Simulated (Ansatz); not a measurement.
ZnSiP2:
Space group I-42d (No. 122); a = b = 5.3531 Å, c = 10.4457 Å, α = β = γ = 90.00°

| atom | site | symmetry | x | y | z |
|---|---|---|---|---|---|
| Zn | 4a | -4.. | 0.0000 | 0.0000 | 0.0000 |
| Si | 4b | -4.. | 0.0000 | 0.0000 | 0.5000 |
| P | 8d | .2. | 0.2500 | 0.2355 | 0.3750 |
(The calculation used a cell of 8 atoms; values per cell refer to that cell.)

Relaxed with PBEsol.

Q: Which orbitals make up the states near the band edges in PBEsol (plane waves, PAW; program Ansatz)?

A: Top 1 eV of the valence band: P 3p 83 %, outside the projected shells 6 %. Bottom 1 eV of the conduction band: Si 3p 30 %, P 3p 23 %, P 3s 9 %, Si 3s 8 %, outside the projected shells 25 %. Projections are on Löwdin-orthogonalised atomic valence shells; empty p or d shells of many metals are not among them.

Q: Tabulate the density of states.

A: States/eV per cell of 8 atoms, in 0.25 eV bins, energy from the valence-band maximum.

| E (eV) | total | P 3p | Zn 3d | Si 3p |
|---|---|---|---|---|
| -7.85 | 2.15 | 0.73 | 0.37 | 0.12 |
| -7.60 | 3.77 | 1.22 | 0.96 | 0.21 |
| -7.35 | 5.39 | 1.19 | 3.00 | 0.17 |
| -7.10 | 3.30 | 0.58 | 2.19 | 0.07 |
| -6.85 | 32.30 | 2.02 | 29.55 | 0.39 |
| -6.60 | 33.43 | 0.94 | 31.53 | 0.38 |
| -6.35 | 7.42 | 0.83 | 5.26 | 0.47 |
| -6.10 | 2.81 | 0.76 | 1.07 | 0.27 |
| -5.85 | 2.19 | 0.66 | 0.65 | 0.24 |
| -5.60 | 2.13 | 0.83 | 0.41 | 0.29 |
| -5.35 | 2.33 | 1.07 | 0.30 | 0.33 |
| -5.10 | 2.26 | 1.17 | 0.20 | 0.32 |
| -4.85 | 3.47 | 1.88 | 0.26 | 0.48 |
| -4.60 | 2.14 | 1.13 | 0.15 | 0.40 |
| -4.35 | 4.50 | 2.47 | 0.23 | 1.28 |
| -4.10 | 4.15 | 2.32 | 0.19 | 1.14 |
| -3.85 | 4.69 | 2.70 | 0.18 | 1.32 |
| -3.60 | 5.41 | 3.24 | 0.17 | 1.42 |
| -3.35 | 4.08 | 2.49 | 0.14 | 1.02 |
| -3.10 | 3.16 | 1.98 | 0.12 | 0.66 |
| -2.85 | 2.72 | 1.78 | 0.12 | 0.41 |
| -2.60 | 4.57 | 3.08 | 0.20 | 0.62 |
| -2.35 | 4.96 | 3.55 | 0.19 | 0.61 |
| -2.10 | 4.57 | 3.32 | 0.16 | 0.57 |
| -1.85 | 3.31 | 2.49 | 0.12 | 0.32 |
| -1.60 | 5.41 | 4.23 | 0.18 | 0.39 |
| -1.35 | 3.42 | 2.70 | 0.13 | 0.20 |
| -1.10 | 4.31 | 3.42 | 0.17 | 0.27 |
| -0.85 | 3.92 | 3.22 | 0.15 | 0.19 |
| -0.60 | 4.54 | 3.80 | 0.17 | 0.19 |
| -0.35 | 1.70 | 1.42 | 0.07 | 0.07 |
| -0.10 | 0.28 | 0.23 | 0.01 | 0.01 |
| 0.15 | 0.00 | 0.00 | 0.00 | 0.00 |
| 0.40 | 0.00 | 0.00 | 0.00 | 0.00 |
| 0.65 | 0.00 | 0.00 | 0.00 | 0.00 |
| 0.90 | 0.00 | 0.00 | 0.00 | 0.00 |
| 1.15 | 0.01 | 0.00 | 0.00 | 0.01 |
| 1.40 | 0.56 | 0.10 | 0.00 | 0.22 |
| 1.65 | 1.25 | 0.27 | 0.01 | 0.42 |
| 1.90 | 2.02 | 0.49 | 0.01 | 0.59 |
| 2.15 | 3.66 | 0.93 | 0.02 | 0.92 |
| 2.40 | 5.72 | 1.57 | 0.03 | 1.32 |
| 2.65 | 6.36 | 1.82 | 0.03 | 1.44 |
| 2.90 | 5.99 | 1.52 | 0.02 | 1.49 |
| 3.15 | 4.34 | 1.02 | 0.01 | 1.21 |
| 3.40 | 3.58 | 0.84 | 0.01 | 0.96 |
| 3.65 | 4.03 | 0.92 | 0.01 | 1.12 |
| 3.90 | 5.74 | 1.29 | 0.02 | 1.65 |
| 4.15 | 5.00 | 1.05 | 0.01 | 1.26 |
| 4.40 | 4.97 | 1.05 | 0.01 | 0.98 |
| 4.65 | 5.07 | 1.11 | 0.01 | 0.90 |
| 4.90 | 4.77 | 1.04 | 0.01 | 0.75 |
| 5.15 | 5.57 | 1.09 | 0.01 | 0.76 |
| 5.40 | 4.88 | 0.90 | 0.01 | 0.60 |
| 5.65 | 4.99 | 0.84 | 0.01 | 0.56 |
| 5.90 | 5.06 | 0.82 | 0.01 | 0.57 |

The cell was relaxed with PBEsol under the symmetry of its start.

Potentials: the later of the program's two PAW sets.
